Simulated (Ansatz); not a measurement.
TeO₂:
```cif
data_O8Te4
_chemical_formula_sum 'Te4 O8'
_space_group_name_H-M_alt 'Aea2'
_space_group_IT_number 41
_space_group_name_Hall 'A 2 -2ab'
_cell_length_a 6.04647
_cell_length_b 5.67391
_cell_length_c 5.02250
_cell_angle_alpha 90.000
_cell_angle_beta 90.000
_cell_angle_gamma 90.000
loop_
_atom_site_label
_atom_site_type_symbol
_atom_site_symmetry_multiplicity
_atom_site_Wyckoff_symbol
_atom_site_fract_x
_atom_site_fract_y
_atom_site_fract_z
_atom_site_occupancy
Te1 Te 4 a 0.00000 0.00000 0.90759 1
O1 O 8 b 0.15530 0.17427 0.16869 1
```
(The calculation used a cell of 6 atoms; values per cell refer to that cell.)

Relaxed with r²SCAN+D4.

Q: Tabulate the valence density and the electron localisation function along the shortest Te–O contact (1.89 Å), the program Ansatz at the r²SCAN+D4 level (PAW).

A: 

```tsv
distance from Te (Å)	density (e/Å³)	ELF
0.19	16.23	0.04
0.28	13.36	0.04
0.38	10.13	0.06
0.47	7.07	0.10
0.57	4.54	0.15
0.66	2.73	0.21
0.76	1.63	0.25
0.85	1.12	0.30
0.95	1.01	0.39
1.04	1.12	0.53
1.14	1.36	0.67
1.23	1.76	0.74
1.32	2.40	0.76
1.42	3.33	0.72
1.51	4.52	0.63
1.61	5.86	0.50
1.70	7.18	0.37
```

The density is the valence pseudo-density with augmentation charge, so density and ELF within about 1 Å of a nucleus are not all-electron values.

The start of the workflow was typed in or built on a structure type; neither database checked (COD, Materials Project) lists it. COD files the formula under space group No. 19, 61, 92, 136. Whether it is the stable phase at ambient conditions was not checked. The r²SCAN+D4 relaxation kept the symmetry of its start; its stability against distortions is not shown here. The volume moved by -58 % from the start of the relaxation. Spin–orbit coupling is left out wherever it is not named.

Potentials: the earlier of the program's two PAW sets.
